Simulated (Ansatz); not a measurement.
W₂C:
```
W2C
1.0
    3.50953     0.00000     0.00000
    0.00000     3.50953     0.00000
    0.00000     0.00000     6.14727
W C
4 2
Direct
  0.00000   0.00000   0.00000
  0.50000   0.50000   0.00000
  0.50000   0.00000   0.36284
  0.00000   0.50000   0.63716
  0.50000   0.00000   0.70900
  0.00000   0.50000   0.29100
```

Relaxed with PBE. Special points in fractions of this cell's reciprocal vectors: Γ (0.000, 0.000, 0.000); X (0.000, 0.500, 0.000); M (0.500, 0.500, 0.000); Z (0.000, 0.000, 0.500); R (0.000, 0.500, 0.500); A (0.500, 0.500, 0.500).

**Question.** List the band energies nearest the Fermi level at these points for the program Ansatz at the PBE level (PAW).

**Answer.** In eV from the Fermi level; about four levels below and three above (degenerate sets whole), none deeper than 8.9 eV; points with the same levels are listed once.

```json
[
 {"k": "Γ", "below": "-1.15 -0.85 -0.35 -0.02", "above": "1.19 1.19 1.27"},
 {"k": "X", "below": "-2.26 -2.26 -1.69 -1.69", "above": "0.14 0.14 0.24 0.24"},
 {"k": "M", "below": "-3.02 -3.02 -1.71 -1.71", "above": "0.46 0.46 0.59 0.59"},
 {"k": "Z", "below": "-2.11 -2.11 -1.04 -0.14", "above": "1.03 1.08 1.08"},
 {"k": "R", "below": "-1.09 -1.09 -0.46 -0.46", "above": "0.20 0.20 1.16 1.16"},
 {"k": "A", "below": "-3.67 -3.67 -2.73 -2.73", "above": "0.64 0.64 0.92 0.92"}
]
```

Space group P4/nmm. The cell is a constructed one: a structure type filled with these elements; neither database checked (COD, Materials Project) lists it. Its standing as an ambient phase is unchecked. Symmetry was held in the PBE relaxation; its stability against distortions is not shown here. The run is not spin-polarised. Spin–orbit coupling is left out wherever it is not named.

Potentials: the later of the program's two PAW sets.
